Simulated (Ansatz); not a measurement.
Input and output for SiPb (CsCl type): DFT, PBEsol, all-electron LAPW, scalar-relativistic (Ansatz 0.2.0). This run: volume at 0.68 of the series' base cell.

The cell comes from a relaxation on PAW files under the same functional, begun from a prototype that needn't be the stable phase.

Command: `ansatz run input.yaml --threads 1 --pin off --max-ram 2048MiB --backend cpu --events-out ev --progress --plain --runs-dir out` It took 14 s on 1 thread of Arm Neoverse V1 (shared host), peak memory 0.33 GiB.

```yaml
crystal:
  lattice:
    - [3.1481339933, 0.0, 0.0]
    - [0.0, 3.1481339933, 0.0]
    - [0.0, 0.0, 3.1481339933]
  atoms:
    - { symbol: Pb, position: [0.0, 0.0, 0.0] }
    - { symbol: Si, position: [0.5, 0.5, 0.5] }
kpoints:
  mp_grid: { grid: [11, 11, 11] }
scf:
  occupations: { method: fermi_dirac, width: 0.08 }
hamiltonian:
  xc: pbesol
  pseudopotentials: { kind: all_electron, lapw: { basis_error: 0.001 } }
output:
  forces: true
  stress: true
  eigenvalues: true
  populations: true
```

Output:

```
Pb: projections on atomic orbitals take those of the free atom 1s2 2s2 2p6 3s2 3p6 3d10 4s2 4p6 4d10 4f14 5s2 5p6 5d10 6s2 6p2, of charge +0.00 (hamiltonian.pseudopotentials.projection_atoms)
Si: projections on atomic orbitals take those of the free atom 1s2 2s2 2p6 3s2 3p2, of charge +0.00 (hamiltonian.pseudopotentials.projection_atoms)
LAPW: plane waves up to 7.482 Å⁻¹, error target 1.0e-3 eV per atom; small_component_spin mean_spin; Si in spheres of 1.187 Å, 12 of its electrons in bands, Dirac shells []; Pb in spheres of 1.539 Å, 36 of its electrons in bands, Dirac shells [] (how accurate: hamiltonian.pseudopotentials.lapw.basis_error, Limitations)
Engine: ansatz 0.2.0
Pseudopotentials: kind: all_electron
Pseudopotential: Pb, LAPW, valence charge 36, lapw/all_electron/scalar/gaussian/Pb, Koelling and Harmon's equation, gaussian nucleus
Pseudopotential: Si, LAPW, valence charge 12, lapw/all_electron/scalar/gaussian/Si, Koelling and Harmon's equation, gaussian nucleus
Functional definition: PBEsol
  exchange = pbesol_x
  correlation = pbesol_c
Crystal: 2 atoms, lattice volume = 31.200 Å³
Basis set: ecut = 213.30330310351815 eV, 251 PW (Γ), exchange–correlation at level 2
Bands: 29, of which v1, the nominal top of the filled ones, is band 24 counted from 1 (23 counted from 0)
Symmetry: 48 space group operations
Space group: Pm-3m (ITA 221), of the structure as read, at distance tolerance 3.1e-5 Å
k-points: 56 of 1331
Non-local potential: Pb, projectors of the file, none
Non-local potential: Si, projectors of the file, none
Initial density: superposition of atomic densities (chi_scale 0.1, normalization cell, long waves kept (reshape's long-wave potential 0.00 eV rms))
Initial wavefunctions: plane waves of lowest kinetic energy (no species holds an atomic orbital)
Functional: x = pbesol(κ = 0.804, μ = 0.12345679012345678), c = pbesol(β = 0.046)
iter 1 solved again at ethr=3.31e-4 eV; its pass at ethr=1.00e-1 eV (dr2=1.59e-1 eV) is discarded
SCF iter   1: F=—  HF=-575790.416669 eV  |F-HF|=—  |Δ(HF+E_count)|=         —  Δρ=1.79e-2  dr2=1.59e-1  ethr=3.31e-4  ⟨swp⟩=2.8  Hψ=10374  notcnv=0
preconditioner: auto → Kerker (q_TF=auto, 2.931 Å⁻¹)  [metal: Δε(μ)=0.030 eV  Ē_g=17.557 eV  σ=0.080 eV  W_gap=0.09  n_scr=18 (ndim 8)  ℏωp=28.2 eV  f_vac=0.000  D(μ)=1.22/eV (n_scr^D=6)]
SCF iter   2: F=—  HF=-575790.284351 eV  |F-HF|=—  |Δ(HF+E_count)|=   1.32e-1  Δρ=9.53e-3  dr2=4.34e-2  ethr=3.31e-4  ⟨swp⟩=2.0  Hψ=4977  notcnv=0
SCF iter   3: F=—  HF=-575790.270601 eV  |F-HF|=—  |Δ(HF+E_count)|=   1.37e-2  Δρ=6.01e-3  dr2=1.91e-2  ethr=9.05e-5  ⟨swp⟩=2.0  Hψ=4712  notcnv=0
SCF iter   4: F=—  HF=-575790.265486 eV  |F-HF|=—  |Δ(HF+E_count)|=   5.12e-3  Δρ=2.59e-3  dr2=3.99e-3  ethr=3.98e-5  ⟨swp⟩=2.0  Hψ=4719  notcnv=0
iter 5 solved again at ethr=4.90e-7 eV; its pass at ethr=8.31e-6 eV (dr2=2.35e-4 eV) is discarded
SCF iter   5: F=—  HF=-575790.264693 eV  |F-HF|=—  |Δ(HF+E_count)|=   7.93e-4  Δρ=6.59e-4  dr2=2.35e-4  ethr=4.90e-7  ⟨swp⟩=2.0  Hψ=8033  notcnv=0
SCF iter   6: F=—  HF=-575790.264659 eV  |F-HF|=—  |Δ(HF+E_count)|=   3.44e-5  Δρ=3.29e-4  dr2=3.73e-5  ethr=4.90e-7  ⟨swp⟩=2.0  Hψ=4712  notcnv=0
SCF iter   7: F=—  HF=-575790.264657 eV  |F-HF|=—  |Δ(HF+E_count)|=   1.54e-6  Δρ=6.00e-5  dr2=1.11e-6  ethr=7.76e-8  ⟨swp⟩=2.0  Hψ=4712  notcnv=0
SCF iter   8: F=-575790.264657 eV  HF=-575790.264657 eV  |F-HF|=3.24e-8  |Δ(HF+E_count)|=   2.46e-7  Δρ=1.81e-5  dr2=7.96e-8  ethr=2.31e-9  ⟨swp⟩=2.0  Hψ=4712  notcnv=0
SCF 1 converged in 8 iterations: F = -575790.264657 eV  dr2 = 7.96e-8
SCF converged after 8 iterations
Free energy (F): -575790.264657 eV
Harris-Foulkes:  -575790.264657 eV  (|F-HF|=3.24e-8)
Internal energy: -575790.238131 eV  (E = F + TS)
E sigma→0 (E₀):  -575790.251394 eV
Entropy (-TS):   -0.026526 eV (-13.263 meV/atom)
Fermi energy:    22.411924 eV
--- Per-component energies (eV) ---
  E_band       = -2533.710761
  E_kinetic    = 662659.917590
  E_xc         = -10988.410692
  E_electrostatic = -1227461.745029  (all electrons and nuclei)
  E_smearing   = -0.026526  (= −TS)
  E_closure    = 0.000000  (closes the sum)
  E_atoms      = -575783.389528  (free atoms, spherical and without spin; not in F)
  Σ components = -575790.264657   (vs F -575790.264657, Δ=0.00e0)
  Basis errors (estimates in eV, not in F): energy 2.5e-4 per atom: plane waves 2.4e-4 (1.2e-4 summed), levels above the bands 5.0e-45, relativity 1.0e-8, radial functions 1.3e-5, core shells 7.7e-8; eigenvalues (radial functions only) 7.8e-6; not estimated: angular momenta, meshes, grids; target (lapw.basis_error) 1.0e-3; muffin-tin radii Si 1.187 Å, Pb 1.539 Å
--- Forces (eV/Å), atoms counted from 1 ---
  atom   1  Pb    -0.00000000     0.00000000     0.00000000
  atom   2  Si     0.00000000    -0.00000000    -0.00000000
  max |Σ_I F_I| component: 4.11e-31 eV/Å
--- Stress (GPa, compression-positive) ---
       57.128689      -0.000000       0.000000
       -0.000000      57.128689       0.000000
        0.000000       0.000000      57.128689
  P = ⅓ Tr σ = 57.1287 GPa (571.287 kbar)
--- Band table (eV; the first three rows and the last of 56) ---
  k-point 0: bands = ["-117.5113", "-111.6807", "-106.4711", "-106.4711", "-106.4711", "-106.4707", "-106.4707", "-106.4707", "-106.4703", "-67.9603", "-67.9603", "-67.9603", "-59.3292", "-59.3292", "-59.3292", "4.4063", "4.4063", "5.1594", "5.1594", "5.1594", "6.3925", "21.3551", "21.3551", "21.3551", "22.4635", "26.2135", "26.2135", "35.8388", "35.8388"]
  k-point 1: bands = ["-117.5113", "-111.6807", "-106.4711", "-106.4711", "-106.4711", "-106.4707", "-106.4707", "-106.4707", "-106.4703", "-67.9603", "-67.9603", "-67.9603", "-59.3300", "-59.3292", "-59.3292", "4.4119", "4.4496", "5.1367", "5.1367", "5.1619", "6.5313", "19.7471", "21.5185", "21.5185", "23.3727", "26.2256", "27.1486", "34.1203", "34.1203"]
  k-point 2: bands = ["-117.5113", "-111.6807", "-106.4711", "-106.4711", "-106.4711", "-106.4707", "-106.4707", "-106.4707", "-106.4703", "-67.9604", "-67.9602", "-67.9602", "-59.3321", "-59.3291", "-59.3291", "4.4270", "4.5596", "5.0766", "5.0766", "5.1686", "6.9574", "17.5587", "21.9992", "21.9992", "24.0329", "26.2595", "29.3012", "32.0138", "32.0138"]
  k-point 55: bands = ["-117.5108", "-111.6806", "-106.4711", "-106.4711", "-106.4711", "-106.4707", "-106.4707", "-106.4707", "-106.4703", "-67.9607", "-67.9607", "-67.9607", "-59.3374", "-59.3374", "-59.3374", "4.5086", "4.5175", "4.5175", "5.4693", "5.4693", "16.4518", "17.2565", "19.0595", "19.0595", "19.2490", "20.9167", "20.9167", "21.8682", "41.0032"]
--- Löwdin populations: 2 sites ---
  site symbol       q [e]
     0     Pb     81.8393
     1     Si     14.0373
  spilling = 0.001286 (of n_electrons = 96.000000)
```

populations.tsv:

```
# site	symbol	l	j	q
# orbitals = lowdin
# n_electrons = 96.000000
# spilling = 0.001286
# projection_atom_Pb: 1s2 2s2 2p6 3s2 3p6 3d10 4s2 4p6 4d10 4f14 5s2 5p6 5d10 6s2 6p2
# projection_atom_Si: 1s2 2s2 2p6 3s2 3p2
0	Pb	0_1S	-	2.000000
0	Pb	0_2S	-	1.999988
0	Pb	0_3S	-	1.999858
0	Pb	0_4S	-	1.998654
0	Pb	0_5S	-	1.984958
0	Pb	0_6S	-	1.556482
0	Pb	1_2P	-	6.000000
0	Pb	1_3P	-	5.999996
0	Pb	1_4P	-	5.999807
0	Pb	1_5P	-	5.985589
0	Pb	1_6P	-	2.353966
0	Pb	2_3D	-	10.000000
0	Pb	2_4D	-	9.999991
0	Pb	2_5D	-	9.960027
0	Pb	3_4F	-	13.999992
1	Si	0_1S	-	1.999838
1	Si	0_2S	-	1.987904
1	Si	0_3S	-	1.453149
1	Si	1_2P	-	5.997146
1	Si	1_3P	-	2.599214
```

Next run (volume at 0.6 of the series' base cell), as changes to the input before:

```diff
   lattice:
-    - [3.1481339933, 0.0, 0.0]
-    - [0.0, 3.1481339933, 0.0]
-    - [0.0, 0.0, 3.1481339933]
+    - [3.0194927285, 0.0, 0.0]
+    - [0.0, 3.0194927285, 0.0]
+    - [0.0, 0.0, 3.0194927285]
   atoms:
   mp_grid: { grid: [11, 11, 11] }
+  band_path:
+    path:
+      - [0.0, 0.0, 0.0]
+      - [0.0, 0.5, 0.0]
+      - [0.5, 0.5, 0.0]
+      - [0.0, 0.0, 0.0]
+      - [0.5, 0.5, 0.5]
+      - [0.0, 0.5, 0.0]
+      - [0.5, 0.5, 0.5]
+      - [0.5, 0.5, 0.0]
+    npoints: 8
 scf:
   populations: true
+  dos: { projected: true, de: 0.2, e_range: [-14, 8] }
```

Results part of the output:

```
SCF 1 converged in 8 iterations: F = -575788.498694 eV  dr2 = 9.53e-8
NSCF: frozen V_eff on 57 k-points
SCF converged after 8 iterations
Free energy (F): -575788.498694 eV
Harris-Foulkes:  -575788.498694 eV  (|F-HF|=2.84e-8)
Internal energy: -575788.475000 eV  (E = F + TS)
E sigma→0 (E₀):  -575788.486847 eV
Entropy (-TS):   -0.023694 eV (-11.847 meV/atom)
Fermi energy:    25.944334 eV
--- Per-component energies (eV) ---
  E_band       = -2381.140964
  E_kinetic    = 662676.988164
  E_xc         = -10992.015904
  E_electrostatic = -1227473.447261  (all electrons and nuclei)
  E_smearing   = -0.023694  (= −TS)
  E_closure    = 0.000000  (closes the sum)
  E_atoms      = -575783.389528  (free atoms, spherical and without spin; not in F)
  Σ components = -575788.498694   (vs F -575788.498694, Δ=0.00e0)
  Basis errors (estimates in eV, not in F): energy 2.7e-4 per atom: plane waves 2.4e-4 (1.2e-4 summed), levels above the bands 1.8e-48, relativity 8.4e-9, radial functions 2.8e-5, core shells 3.2e-7; eigenvalues (radial functions only) 7.2e-6; not estimated: angular momenta, meshes, grids; target (lapw.basis_error) 1.0e-3; muffin-tin radii Si 1.145 Å, Pb 1.470 Å
--- Forces (eV/Å), atoms counted from 1 ---
  atom   1  Pb    -0.00000000     0.00000000     0.00000000
  atom   2  Si     0.00000000     0.00000000     0.00000000
  max |Σ_I F_I| component: 9.04e-31 eV/Å
--- Stress (GPa, compression-positive) ---
      101.187299       0.000000       0.000000
        0.000000     101.187299       0.000000
        0.000000       0.000000     101.187299
  P = ⅓ Tr σ = 101.1873 GPa (1011.873 kbar)
--- Band table (eV; the first three rows and the last of 56) ---
  k-point 0: bands = ["-114.3332", "-108.1886", "-103.2425", "-103.2425", "-103.2425", "-103.2422", "-103.2422", "-103.2422", "-103.2420", "-64.4619", "-64.4619", "-64.4619", "-56.1703", "-56.1703", "-56.1703", "7.2323", "7.2323", "8.2964", "8.2964", "8.2964", "8.3480", "24.5826", "24.5826", "24.5826", "27.1836", "29.6030", "29.6030", "40.6433", "40.6433"]
  k-point 1: bands = ["-114.3331", "-108.1886", "-103.2425", "-103.2425", "-103.2425", "-103.2422", "-103.2422", "-103.2422", "-103.2420", "-64.4620", "-64.4619", "-64.4619", "-56.1718", "-56.1702", "-56.1702", "7.2409", "7.2884", "8.2635", "8.2635", "8.3001", "8.5029", "23.0871", "24.7698", "24.7698", "27.8542", "29.5817", "30.6733", "38.5417", "38.5417"]
  k-point 2: bands = ["-114.3331", "-108.1886", "-103.2425", "-103.2425", "-103.2425", "-103.2422", "-103.2422", "-103.2422", "-103.2420", "-64.4623", "-64.4619", "-64.4619", "-56.1757", "-56.1699", "-56.1699", "7.2641", "7.4214", "8.1765", "8.1765", "8.3099", "8.9891", "20.7387", "25.3177", "25.3177", "28.3873", "29.5220", "33.1505", "36.2552", "36.2552"]
  k-point 55: bands = ["-114.3320", "-108.1884", "-103.2425", "-103.2425", "-103.2425", "-103.2422", "-103.2422", "-103.2422", "-103.2420", "-64.4629", "-64.4628", "-64.4628", "-56.1856", "-56.1856", "-56.1856", "7.3440", "7.3577", "7.3577", "8.7206", "8.7206", "19.7869", "20.8388", "21.9694", "21.9694", "22.6659", "24.2586", "24.2586", "25.2772", "45.4997"]
--- Löwdin populations: 2 sites ---
  site symbol       q [e]
     0     Pb     81.8119
     1     Si     14.0419
  spilling = 0.001524 (of n_electrons = 96.000000)
```

Next run (volume at 0.52 of the series' base cell), as changes to the input before:

```diff
   lattice:
-    - [3.0194927285, 0.0, 0.0]
-    - [0.0, 3.0194927285, 0.0]
-    - [0.0, 0.0, 3.0194927285]
+    - [2.8788432534, 0.0, 0.0]
+    - [0.0, 2.8788432534, 0.0]
+    - [0.0, 0.0, 2.8788432534]
   atoms:
   mp_grid: { grid: [11, 11, 11] }
-  band_path:
-    path:
-      - [0.0, 0.0, 0.0]
-      - [0.0, 0.5, 0.0]
-      - [0.5, 0.5, 0.0]
-      - [0.0, 0.0, 0.0]
-      - [0.5, 0.5, 0.5]
-      - [0.0, 0.5, 0.0]
-      - [0.5, 0.5, 0.5]
-      - [0.5, 0.5, 0.0]
-    npoints: 8
 scf:
   populations: true
-  dos: { projected: true, de: 0.2, e_range: [-14, 8] }
```

Command: `ansatz run input.yaml --threads 1 --pin off --max-ram 2048MiB --backend cpu --events-out ev --progress --plain --runs-dir out` It took 14 s on 1 thread of Arm Neoverse V1, on a shared host, peak memory 0.34 GiB.

Results part of the output:

```
SCF 1 converged in 7 iterations: F = -575785.362089 eV  dr2 = 4.94e-9
SCF converged after 7 iterations
Free energy (F): -575785.362089 eV
Harris-Foulkes:  -575785.362089 eV  (|F-HF|=6.05e-9)
Internal energy: -575785.343357 eV  (E = F + TS)
E sigma→0 (E₀):  -575785.352723 eV
Entropy (-TS):   -0.018732 eV (-9.366 meV/atom)
Fermi energy:    30.460604 eV
--- Per-component energies (eV) ---
  E_band       = -2186.106677
  E_kinetic    = 662702.730501
  E_xc         = -10996.804248
  E_electrostatic = -1227491.269610  (all electrons and nuclei)
  E_smearing   = -0.018732  (= −TS)
  E_closure    = 0.000000  (closes the sum)
  E_atoms      = -575783.389528  (free atoms, spherical and without spin; not in F)
  Σ components = -575785.362089   (vs F -575785.362089, Δ=0.00e0)
  Basis errors (estimates in eV, not in F): energy 2.7e-4 per atom: plane waves 2.4e-4 (1.2e-4 summed), levels above the bands 6.4e-56, relativity 1.3e-8, radial functions 2.2e-5, core shells 1.5e-6; eigenvalues (radial functions only) 4.4e-6; not estimated: angular momenta, meshes, grids; target (lapw.basis_error) 1.0e-3; muffin-tin radii Si 1.098 Å, Pb 1.396 Å
--- Forces (eV/Å), atoms counted from 1 ---
  atom   1  Pb    -0.00000000     0.00000000    -0.00000000
  atom   2  Si     0.00000000     0.00000000     0.00000000
  max |Σ_I F_I| component: 8.71e-31 eV/Å
--- Stress (GPa, compression-positive) ---
      180.686328      -0.000000       0.000000
       -0.000000     180.686328       0.000000
        0.000000       0.000000     180.686328
  P = ⅓ Tr σ = 180.6863 GPa (1806.863 kbar)
--- Band table (eV; the first three rows and the last of 56) ---
  k-point 0: bands = ["-110.2864", "-103.7074", "-99.1170", "-99.1167", "-99.1167", "-99.1167", "-99.1165", "-99.1165", "-99.1165", "-59.9716", "-59.9716", "-59.9716", "-52.1520", "-52.1520", "-52.1520", "10.7437", "10.7437", "10.9054", "12.2920", "12.2920", "12.2920", "28.7640", "28.7640", "28.7640", "33.3257", "34.0118", "34.0118", "45.1993", "45.1993"]
  k-point 1: bands = ["-110.2864", "-103.7074", "-99.1170", "-99.1167", "-99.1167", "-99.1167", "-99.1165", "-99.1165", "-99.1165", "-59.9718", "-59.9716", "-59.9716", "-52.1549", "-52.1518", "-52.1518", "10.7572", "10.8043", "11.0943", "12.2426", "12.2426", "12.2976", "27.3151", "28.9830", "28.9830", "33.6559", "33.9317", "35.3866", "43.8151", "43.8151"]
  k-point 2: bands = ["-110.2861", "-103.7073", "-99.1170", "-99.1167", "-99.1167", "-99.1167", "-99.1166", "-99.1165", "-99.1165", "-59.9723", "-59.9716", "-59.9716", "-52.1628", "-52.1512", "-52.1512", "10.7937", "10.9249", "11.7038", "12.1128", "12.1128", "12.3126", "24.8274", "29.6186", "29.6186", "33.7148", "33.9501", "38.2765", "41.5495", "41.5495"]
  k-point 55: bands = ["-110.2836", "-103.7069", "-99.1170", "-99.1166", "-99.1166", "-99.1166", "-99.1166", "-99.1166", "-99.1166", "-59.9736", "-59.9736", "-59.9736", "-52.1824", "-52.1824", "-52.1824", "10.8622", "10.8835", "10.8835", "12.8877", "12.8877", "23.8829", "25.4470", "25.7502", "25.7502", "27.3821", "28.7099", "28.7099", "29.7986", "51.0888"]
--- Löwdin populations: 2 sites ---
  site symbol       q [e]
     0     Pb     81.7694
     1     Si     14.0506
  spilling = 0.001874 (of n_electrons = 96.000000)
```

Next run (volume at 0.45 of the series' base cell), as changes to the input before:

```diff
   lattice:
-    - [2.8788432534, 0.0, 0.0]
-    - [0.0, 2.8788432534, 0.0]
-    - [0.0, 0.0, 2.8788432534]
+    - [2.7433912084, 0.0, 0.0]
+    - [0.0, 2.7433912084, 0.0]
+    - [0.0, 0.0, 2.7433912084]
   atoms:
   mp_grid: { grid: [11, 11, 11] }
+  band_path:
+    path:
+      - [0.0, 0.0, 0.0]
+      - [0.0, 0.5, 0.0]
+      - [0.5, 0.5, 0.0]
+      - [0.0, 0.0, 0.0]
+      - [0.5, 0.5, 0.5]
+      - [0.0, 0.5, 0.0]
+      - [0.5, 0.5, 0.5]
+      - [0.5, 0.5, 0.0]
+    npoints: 8
 scf:
   populations: true
+  dos: { projected: true, de: 0.2, e_range: [-14, 8] }
```

Command: `ansatz run input.yaml --threads 1 --pin off --max-ram 2048MiB --backend cpu --events-out ev --progress --plain --runs-dir out` It took 26 s on 1 thread of Arm Neoverse V1, with other jobs on the host, peak memory 0.37 GiB.

Results part of the output:

```
SCF 1 converged in 9 iterations: F = -575780.599100 eV  dr2 = 2.90e-8
NSCF: frozen V_eff on 57 k-points
SCF converged after 9 iterations
Free energy (F): -575780.599100 eV
Harris-Foulkes:  -575780.599100 eV  (|F-HF|=1.25e-8)
Internal energy: -575780.579130 eV  (E = F + TS)
E sigma→0 (E₀):  -575780.589115 eV
Entropy (-TS):   -0.019970 eV (-9.985 meV/atom)
Fermi energy:    35.631813 eV
--- Per-component energies (eV) ---
  E_band       = -5592.178241
  E_kinetic    = 662736.517009
  E_xc         = -11002.432551
  E_electrostatic = -1227514.663588  (all electrons and nuclei)
  E_smearing   = -0.019970  (= −TS)
  E_closure    = 0.000000  (closes the sum)
  E_atoms      = -575783.389528  (free atoms, spherical and without spin; not in F)
  Σ components = -575780.599100   (vs F -575780.599100, Δ=0.00e0)
  Basis errors (estimates in eV, not in F): energy 2.6e-4 per atom: plane waves 2.4e-4 (1.2e-4 summed), levels above the bands 8.7e-70, relativity 1.1e-8, radial functions 2.4e-5, core shells 2.6e-8; eigenvalues (radial functions only) 4.9e-6; not estimated: angular momenta, meshes, grids; target (lapw.basis_error) 1.0e-3; muffin-tin radii Si 1.051 Å, Pb 1.324 Å
--- Forces (eV/Å), atoms counted from 1 ---
  atom   1  Pb    -0.00000000    -0.00000000    -0.00000000
  atom   2  Si     0.00000000    -0.00000000     0.00000000
  max |Σ_I F_I| component: 6.08e-31 eV/Å
--- Stress (GPa, compression-positive) ---
      306.601232      -0.000000       0.000000
       -0.000000     306.601232       0.000000
        0.000000       0.000000     306.601232
  P = ⅓ Tr σ = 306.6012 GPa (3066.012 kbar)
--- Band table (eV; the first three rows and the last of 56) ---
  k-point 0: bands = ["-362.7578", "-362.7578", "-362.7578", "-362.7557", "-362.7557", "-105.7072", "-98.6354", "-94.4301", "-94.4288", "-94.4288", "-94.4288", "-94.4279", "-94.4279", "-94.4279", "-54.8885", "-54.8885", "-54.8885", "-47.6080", "-47.6080", "-47.6080", "13.8992", "14.6120", "14.6120", "16.8227", "16.8227", "16.8227", "33.5903", "33.5903", "33.5903", "39.1116", "39.1116", "40.4293", "50.2972", "50.2972", "50.2972"]
  k-point 1: bands = ["-362.7578", "-362.7578", "-362.7578", "-362.7557", "-362.7557", "-105.7070", "-98.6353", "-94.4301", "-94.4288", "-94.4288", "-94.4288", "-94.4279", "-94.4279", "-94.4279", "-54.8889", "-54.8884", "-54.8884", "-47.6138", "-47.6076", "-47.6076", "14.0795", "14.6325", "14.7272", "16.7499", "16.7499", "16.8311", "32.1516", "33.8469", "33.8469", "38.9404", "39.6896", "41.5592", "49.4173", "49.4173", "50.1002"]
  k-point 2: bands = ["-362.7578", "-362.7578", "-362.7578", "-362.7557", "-362.7557", "-105.7065", "-98.6353", "-94.4301", "-94.4288", "-94.4288", "-94.4288", "-94.4279", "-94.4279", "-94.4279", "-54.8899", "-54.8883", "-54.8883", "-47.6293", "-47.6066", "-47.6066", "14.4528", "14.6879", "15.2156", "16.5602", "16.5602", "16.8535", "29.5508", "34.5828", "34.5828", "38.4944", "40.0793", "44.5008", "47.4102", "47.4102", "49.7044"]
  k-point 55: bands = ["-362.7578", "-362.7578", "-362.7578", "-362.7557", "-362.7557", "-105.7004", "-98.6342", "-94.4301", "-94.4287", "-94.4287", "-94.4287", "-94.4280", "-94.4280", "-94.4280", "-54.8924", "-54.8924", "-54.8924", "-47.6672", "-47.6672", "-47.6672", "14.7375", "14.7687", "14.7687", "17.6463", "17.6463", "28.4434", "30.1396", "30.1396", "30.6986", "33.0844", "33.9955", "33.9955", "35.1688", "57.1006", "57.1006"]
--- Löwdin populations: 2 sites ---
  site symbol       q [e]
     0     Pb     81.7128
     1     Si     14.0579
  spilling = 0.002389 (of n_electrons = 96.000000)
```

Spin–orbit coupling is left out, which matters for the heavy atoms. The structure type is held throughout; the real material can change phase at far lower pressure.
